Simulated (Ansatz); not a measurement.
## Nb9PO25, first-principles data

Nb9PO25:
```xyz
35
Lattice="11.0686 1.9165 0.0000 -11.0686 1.9165 0.0000 -11.0679 0.0000 11.0695" Properties=species:S:1:pos:R:3 pbc="T T T"
Nb   -11.7024     1.9300     7.9246
Nb     0.6344     1.9300     3.1449
Nb   -18.9919     1.8967    10.4346
Nb     7.9239     1.8967     0.6349
Nb    -5.5340     0.1612     5.5347
Nb   -12.9810     1.8887     4.3282
Nb     1.9130     1.8887     6.7413
Nb   -15.3953     1.9372     9.1575
Nb     4.3273     1.9372     1.9120
P      0.0000     0.9552     0.0000
O    -10.9508     1.8779     3.3223
O     -0.1172     1.8779     7.7472
O     -3.3216     1.9492     0.1181
O     -7.7464     1.9492    10.9514
O    -13.3797     1.9511     8.5204
O      2.3118     1.9511     2.5491
O     -8.5186     3.7911     8.7570
O     -2.5493     3.7911     2.3125
O    -10.9075     1.7940     9.7901
O     -0.1605     1.7940     1.2794
O     -9.7893     2.0329     0.1604
O     -1.2787     2.0329    10.9091
O     -9.5676     1.8805     7.0743
O     -1.5003     1.8805     3.9952
O     -7.0740     1.9472     1.5005
O     -3.9939     1.9472     9.5690
O    -12.2257     1.8456     6.0297
O      1.1577     1.8456     5.0398
O    -17.0969     1.9800     9.9129
O      6.0290     1.9800     1.1566
O    -14.7348     1.9223     4.8346
O      3.6669     1.9223     6.2349
O    -15.9018     1.9368     7.4035
O      4.8339     1.9368     3.6660
O     -5.5340     1.9629     5.5347
```

Space group C2 (No. 5); conventional cell a = 22.1372 Å, b = 3.8331 Å, c = 15.6535 Å, α = 90.00°, β = 135.00°, γ = 90.00°.

Method: r²SCAN (plane waves, PAW; program Ansatz). Geometry: relaxed at this level of theory. Other levels are named where they apply.

### Cell and energy

| Item | Result |
|---|---|
| Volume per atom | 13.42 Å³ |
| Density | 4.48 g/cm³ |
| Formation energy from the elements (no fitted shifts) | -2.83 eV/atom |

### Electronic structure

| Property | Result |
|---|---|
| Band gap | 2.71 eV (indirect) |
| Valence-band maximum | at D (k = 0.250, 0.250, -0.500 in fractions of the reciprocal vectors) |
| Conduction-band minimum | on the C2–Y2 line, 45 % of the way from C2 (k = 0.365, 0.375, 0.000 in fractions of the reciprocal vectors) (4 equivalent valleys) |
| Smallest direct gap on the standard path | 2.88 eV |

The workflow started from a Materials Project entry (that database holds measured and hypothetical structures alike); the Crystallography Open Database copy checked does not list it. COD files the formula under space group No. 82. Its standing as an ambient phase is unchecked. The r²SCAN relaxation kept the symmetry of its start; whether a distortion lowers the energy is not shown. No spin polarisation was allowed. The references are the lowest solids computed at this level, not always the standard phases (solids in place of the gases). Spin–orbit coupling is left out wherever it is not named.

Potentials: the later of the program's two PAW sets.
